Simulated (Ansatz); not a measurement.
BAs:
```cif
data_As3B3
_chemical_formula_sum 'B3 As3'
_space_group_name_H-M_alt 'P 1'
_space_group_IT_number 1
_cell_length_a 3.45879
_cell_length_b 3.45879
_cell_length_c 7.48150
_cell_angle_alpha 90.000
_cell_angle_beta 90.000
_cell_angle_gamma 120.000
loop_
_space_group_symop_operation_xyz
  'x, y, z'
loop_
_atom_site_label
_atom_site_type_symbol
_atom_site_fract_x
_atom_site_fract_y
_atom_site_fract_z
_atom_site_occupancy
B1 B 0.00000 0.50000 0.33333 1
B2 B 0.50000 0.50000 0.66667 1
B3 B 0.50000 0.00000 0.00000 1
As1 As 0.00000 0.50000 0.83333 1
As2 As 0.50000 0.50000 0.16667 1
As3 As 0.50000 0.00000 0.50000 1
```

Relaxed with PBE in the plane-wave PAW code Ansatz. Indices refer to the conventional cell of P6_422, a = 3.459 Å, b = 3.459 Å, c = 7.481 Å, α = 90.00°, β = 90.00°, γ = 120.00°.

**Question.** Simulate the powder diffraction pattern (Cu Kα, λ = 1.54184 Å; lines above 1 %) up to 2θ = 90°.

**Answer.** Simulated powder pattern, Cu Kα, λ = 1.54184 Å (kinematic, ideal powder, no thermal factors, no anomalous dispersion; the 30 strongest lines at most, above 1 %, up to 2θ = 90°):

```
2θ (°)  d (Å)  I/Imax (%)         hkl
------  -----  ----------  ----------
29.83   2.995          24  (1 0 -1 0)
32.19   2.781         100  (1 0 -1 1)
36.01   2.494          28      (0003)
38.50   2.338          93  (1 0 -1 2)
47.44   1.917         8.7  (1 0 -1 3)
52.95   1.729         4.5  (1 1 -2 0)
54.46   1.685          23  (1 1 -2 1)
58.15   1.586          27  (1 0 -1 4)
58.83   1.570          26  (1 1 -2 2)
61.96   1.498          25  (2 0 -2 0)
65.70   1.421         3.3  (1 1 -2 3)
70.33   1.339          11  (1 0 -1 5)
73.80   1.284          21  (2 0 -2 3)
74.76   1.270          13  (1 1 -2 4)
76.38   1.247         4.5      (0006)
84.09   1.151         2.3  (1 0 -1 6)
85.83   1.132         2.2  (2 1 -3 0)
85.89   1.132         6.3  (1 1 -2 5)
87.05   1.119          12  (2 1 -3 1)
```

The start of the workflow was typed in or built on a structure type; neither database checked (COD, Materials Project) lists it. It is not the phase usual at ambient conditions (space group No. 216). The cell was relaxed with PBE under the symmetry of its start; whether a distortion lowers the energy is not shown. Its formation energy is positive at this level, so the cell may be metastable or incomplete.

Potentials: the earlier of the program's two PAW sets.
